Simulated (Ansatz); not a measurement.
## Collinear states of Fe$_{3}$Os

The calculation used DFT r2SCAN, scalar-relativistic, plane waves, PAW (Ansatz 0.2.0).

```xyz
4
Lattice="3.5666 0.0000 0.0000 0.0000 3.5666 0.0000 0.0000 0.0000 3.5666" Properties=species:S:1:pos:R:3 pbc="T T T"
Fe    0.0000    1.7833    1.7833
Fe    1.7833    0.0000    1.7833
Fe    1.7833    1.7833    0.0000
Os    0.0000    0.0000    0.0000
```

* plane-wave cutoff: 500 eV
* Γ-centred k-mesh: 12×12×12
* occupation rule: Gaussian smearing, 0.1 eV
* list of starting moments (μB, in atom order): 4.5 4.5 4.5 0
* check for lower electronic states after the SCF: off

All runs keep this geometry, which isn't relaxed for the lowest state (largest force there 0.000 eV/Å, pressure 20.3 GPa) and needn't be a stable compound; relaxing each order would shift the differences by some 80 meV/atom, going by the pressures and a bulk modulus of about 150 GPa. Signs run over the atoms with starting moments. Spin–orbit coupling is left out, which for heavy magnetic ions can matter as much as these differences. r2SCAN tends to overstate moments in metals, so a weak moment here may be absent in the real material. Site moments are spin moments in atom-centred spheres that scale with the neighbour distance. The states are those that the runs reached from these starts; a lower one can exist.

Problem. Starts tried: no spin; large parallel starting moments; ferrimagnetic in the cell, signs ++-. Which state comes out lowest, and what are the moments?

Solution. The lowest state is ferrimagnetic, reached from the start “ferrimagnetic in the cell, signs ++-”, with site moments (μB) Fe +2.31 (×2), Fe -2.70, Os +0.12.

| start | ends | energy above lowest (meV/atom) | site moments (μB) | gap on mesh (eV) | P (GPa) |
| --- | --- | --- | --- | --- | --- |
| no spin | non-magnetic | 326 | none over 0.05 | metal | -8.9 |
| large parallel starting moments | ferromagnetic | 119 | Fe +2.21 (×3), Os +0.22 | metal | 17.4 |
| ferrimagnetic in the cell, signs ++- | ferrimagnetic | 0.00 | Fe +2.31 (×2), Fe -2.70, Os +0.12 | metal | 20.3 |

Cost: 3 runs of about 4.5 core-minutes in all, on Arm Neoverse V2 (shared hosts).